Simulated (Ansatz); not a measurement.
Hf₂Ge in space group P6_3/mmc (No. 194; Ge on 2c, Hf on 2a, Hf on 2d) under volume change, plane-wave PAW PBE (Ansatz code), shape and atoms relaxed at each volume.

```csv
V (Å³/atom),E − E(relaxed) (meV/atom),P (GPa)
17.466,70.2,14.08
18.042,29.6,8.65
18.617,7.0,4.02
19.193,0.0,0.00
19.769,6.3,-3.44
20.345,24.1,-6.37
20.921,51.6,-8.86
```

**Question.** What does a third-order Birch–Murnaghan fit give for V₀, B₀ and B′?

**Answer.** V₀ = 19.19 Å³/atom, B₀ = 123 GPa, B′ = 4.1.

A made-up cell: these elements were put on the sites of a structure type; neither database checked (COD, Materials Project) lists it. Whether it is the stable phase at ambient conditions was not checked. The cell was relaxed with PBE under the symmetry of its start; its stability against distortions is not shown here. The run is not spin-polarised. Spin–orbit coupling is left out wherever it is not named.

Potentials: the later of the program's two PAW sets.
